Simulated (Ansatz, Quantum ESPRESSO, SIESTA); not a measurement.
## Ti3Se: programs and potentials compared

```
CELL_PARAMETERS angstrom
3.19745 0.00000 0.00000
-1.59872 2.76907 0.00000
0.00000 0.00000 7.94275
ATOMIC_POSITIONS crystal
Se 0.99885 0.00647 0.00364
Ti 0.64870 0.33556 0.49647
Ti 0.33987 0.68278 0.77849
Ti 0.33023 0.67526 0.22373
```

The cell comes from a database or a generator and needn't be the stable form of this composition.

Atoms were shifted at random by some hundredths of an Å from the given cell, which wasn't relaxed again for these runs.

Alike in all runs: task single point; functional PBE; k mesh 10 × 10 × 4; occupations fermi-dirac, width 0.05 eV; no spin polarisation; no spin-orbit coupling. A missing gap at this level doesn't show that the real crystal is a metal. Pressure is positive in compression and, in plane waves, holds the error of the finite cutoff, which Ansatz's Pulay term estimates and takes out.

```json
{"program and potentials": "Ansatz, Ansatz PAW", "plane-wave cutoff (eV)": "420", "notes": "13 valence electrons an atom on average", "band gap (eV)": "no gap", "pressure (GPa)": "0.75", "largest force (eV/Å)": "0.494", "energy over the undisturbed cell (meV/atom)": "7.68"}
{"program and potentials": "Quantum ESPRESSO, SSSP 1.3 efficiency PBE", "plane-wave cutoff (eV)": "748", "notes": "10.5 valence electrons an atom on average", "band gap (eV)": "no gap", "pressure (GPa)": "0.74", "largest force (eV/Å)": "0.499", "energy over the undisturbed cell (meV/atom)": "7.76"}
{"program and potentials": "SIESTA, files PseudoDojo sr-pbe-0.4.1-standard, DZP (energy shift 0.003 Ry; two zetas on semicore shells)", "plane-wave cutoff (eV)": "-", "notes": "atomic basis; 13 valence electrons an atom on average", "band gap (eV)": "no gap", "pressure (GPa)": "2.45", "largest force (eV/Å)": "0.869", "energy over the undisturbed cell (meV/atom)": "14.52"}
```

Force on atom 3 (Ti), eV/Å:

```json
{"program and potentials": "Ansatz, Ansatz PAW", "x": "-0.107", "y": "-0.150", "z": "-0.459"}
{"program and potentials": "Quantum ESPRESSO, SSSP 1.3 efficiency PBE", "x": "-0.107", "y": "-0.151", "z": "-0.463"}
{"program and potentials": "SIESTA, files PseudoDojo sr-pbe-0.4.1-standard, DZP (energy shift 0.003 Ry; two zetas on semicore shells)", "x": "-0.112", "y": "-0.159", "z": "-0.847"}
```

None finds a gap. The pressure spans 0.74 (Quantum ESPRESSO, SSSP 1.3 efficiency PBE) to 2.45 GPa (SIESTA, files PseudoDojo sr-pbe-0.4.1-standard, DZP (energy shift 0.003 Ry; two zetas on semicore shells)). Rows in atomic bases carry the error of their basis and grid, which can be large.

The functional is the same throughout but for its coding, so the spread measures potentials, basis and numerics; runs on potential files found faulty are left out.
